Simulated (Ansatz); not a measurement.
A trial form of Cs4Zn

The calculation used DFT PBE, scalar-relativistic, plane waves, PAW (Ansatz). Cutoff 420 eV, Gaussian smearing, Γ-centred meshes. Cell and atoms relax first on a coarse mesh and then on a finer one. In between, the cell is made exact in the group found at 0.06 Å. In metals the finer mesh still leaves noise of several meV/atom or more. The steps can't lower the symmetry of their start. No spin polarisation.

Recipe of this trial structure of Cs4Zn: random cell by space group and Wyckoff sites (I422, No. 97). Its size is a rough estimate.

```
Cs Zn
1.0
    -3.10114    3.10114    3.44694
     3.10114   -3.10114    3.44694
     3.10114    3.10114   -3.44694
Cs Zn
4 1
Direct
  0.43184 0.93184 0.86367
  0.06816 0.56816 0.13633
  0.93184 0.06816 0.50000
  0.56816 0.43184 0.50000
  0.50000 0.50000 0.00000
```

Formation energies are uncorrected and refer to the elements' standard structures at the same level.

Question: Where does the relaxation end?

Answer: The symmetry stays I422 (No. 97). The volume per atom grows by 225.4 %, from 26.5 to 86.3 Å³. The shortest distance goes from 2.85 Å (Cs–Zn) to 4.23 Å (Cs–Zn). The ratio c/a of the conventional cell changes by a factor of 0.85. The energy falls by about 1.8 eV/atom (the start's value is from the coarse mesh). Conventional cell: a = 9.714 Å, c = 9.144 Å. Around Cs lie 2 Zn at 4.23 Å and 7 Cs at 4.92–5.04 Å; around Zn lie 8 Cs at 4.23 Å.

```
Cs Zn
1.0
    -4.85724    4.85724    4.57204
     4.85724   -4.85724    4.57204
     4.85724    4.85724   -4.57204
Cs Zn
4 1
Direct
  0.43353 0.93353 0.86707
  0.06647 0.56647 0.13293
  0.93353 0.06647 0.50000
  0.56647 0.43353 0.50000
  0.50000 0.50000 0.00000
```

Question: Give its energy and gap.

Answer: The energy over the elements is +0.10 eV/atom and the gap on the 6×6×6 mesh of the 5-atom cell is 0 eV (a metal).

The separate elements lie lower, so it is unstable against them.

The last run used Gaussian smearing of 0.10 eV. Symmetry constrained the relaxation, so the result can be a saddle point. In all, the 4 runs took 2.2 min on 1 thread of AMD EPYC 9R45 96-Core Processor (Zen 5), with other jobs on the host.
